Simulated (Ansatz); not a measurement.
**Structure relaxation, Cu₂Te**

The relaxed structure here is a generated cell of Cu2Te: the first start was made by placing the elements on the sites of a structure type, and the end was not matched to a known phase here, so it may be hypothetical.

The start is a generated cell, Cu2Te built in the AFLOW prototype A2B_oP12_62_2c_c (C25, as in HgCl2). The structure is fully relaxed (lattice and positions, P = 0) with r2SCAN (plane waves to 500 eV, PAW, scalar-relativistic; Ansatz, a first-principles code). The first steps use a coarse 2×4×5 k-mesh.

Starting cell:
```yaml
crystal:
  lattice:
    - [12.03630, 0.00000, 0.00000]
    - [0.00000, 5.63584, 0.00000]
    - [0.00000, 0.00000, 4.08771]
  atoms:
    - { symbol: Te, position: [0.37400, 0.75000, 0.94700] }
    - { symbol: Te, position: [0.87400, 0.75000, 0.55300] }
    - { symbol: Te, position: [0.62600, 0.25000, 0.05300] }
    - { symbol: Te, position: [0.12600, 0.25000, 0.44700] }
    - { symbol: Cu, position: [0.23300, 0.75000, 0.62500] }
    - { symbol: Cu, position: [0.73300, 0.75000, 0.87500] }
    - { symbol: Cu, position: [0.76700, 0.25000, 0.37500] }
    - { symbol: Cu, position: [0.26700, 0.25000, 0.12500] }
    - { symbol: Cu, position: [0.00800, 0.75000, 0.22200] }
    - { symbol: Cu, position: [0.50800, 0.75000, 0.27800] }
    - { symbol: Cu, position: [0.99200, 0.25000, 0.77800] }
    - { symbol: Cu, position: [0.49200, 0.25000, 0.72200] }
```

Q: How large is the pressure on the unrelaxed cell, and of which sign?

A: +10 GPa (positive: the cell is compressed).

Q: Which atoms feel the largest initial force, and how large is it?

A: About 5.4 eV/Å, on Cu9, Cu10, Cu11, Cu12 (atoms numbered as listed).

Q: By how much does the energy per atom fall from start to end?

A: 1.07 eV/atom.

Q: How do the shortest distances between atoms change?

A: The closest pairs of elements (up to four, under 3.6 Å), start → end: Cu–Te 2.11 → 2.63 Å; Cu–Cu 3.17 → 2.57 Å.

Q: Is the relaxed structure metallic? Give its gap.

A: Zero (metallic).

Q: Give the final cell and atomic positions.

A: 
Space group Pnma (No. 62); a = 11.0233 Å, b = 4.2807 Å, c = 4.5121 Å, α = 90.00°, β = 90.00°, γ = 90.00°

| atom | site | symmetry | x | y | z |
|---|---|---|---|---|---|
| Te | 4c | .m. | 0.3551 | 0.2500 | 0.1890 |
| Cu | 4c | .m. | 0.1196 | 0.2500 | 0.3449 |
| Cu | 4c | .m. | 0.0018 | 0.7500 | 0.1568 |

The space group stays Pnma (No. 62) (the run could not lower it), with 12 atoms in the primitive cell. Final values are on a 4×9×8 k-mesh of the relaxed cell. No spin polarisation in the result.

The run could not lose the symmetry of its start, so the end can be a saddle point.
